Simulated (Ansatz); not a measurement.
Input:

HfN:
```cif
data_Hf2N2
_chemical_formula_sum 'Hf2 N2'
_space_group_name_H-M_alt 'P63/mmc'
_space_group_IT_number 194
_space_group_name_Hall '-P 6c 2c'
_cell_length_a 3.10294
_cell_length_b 3.10294
_cell_length_c 5.35134
_cell_angle_alpha 90.000
_cell_angle_beta 90.000
_cell_angle_gamma 120.000
loop_
_atom_site_label
_atom_site_type_symbol
_atom_site_symmetry_multiplicity
_atom_site_Wyckoff_symbol
_atom_site_fract_x
_atom_site_fract_y
_atom_site_fract_z
_atom_site_occupancy
Hf1 Hf 2 c 0.33333 0.66667 0.25000 1
N1 N 2 a 0.00000 0.00000 0.00000 1
```

This is the LDA-relaxed structure.

### Question
All from DFT-LDA in the program Ansatz with PAW potentials, unless another level is named. Give the electronic character.

### Answer
metallic (no gap).

### Question
Next, the formation energy from the elements (no fitted shifts)?

### Answer
-2.05 eV/atom.

### Question
Give the density of states at the Fermi level.

### Answer
0.23 states/eV per atom (mean over ±0.08 eV).

Space group P6_3/mmc (NiAs type). The workflow started from a Materials Project entry (that database holds measured and hypothetical structures alike); the Crystallography Open Database copy checked does not list it. It is not the phase usual at ambient conditions (space group No. 225). The cell was relaxed with LDA under the symmetry of its start; its stability against distortions is not shown here. The run is not spin-polarised. The references are the lowest solids computed at this level, not always the standard phases (solids in place of the gases). Spin–orbit coupling is left out wherever it is not named.

Potentials: the later of the program's two PAW sets.
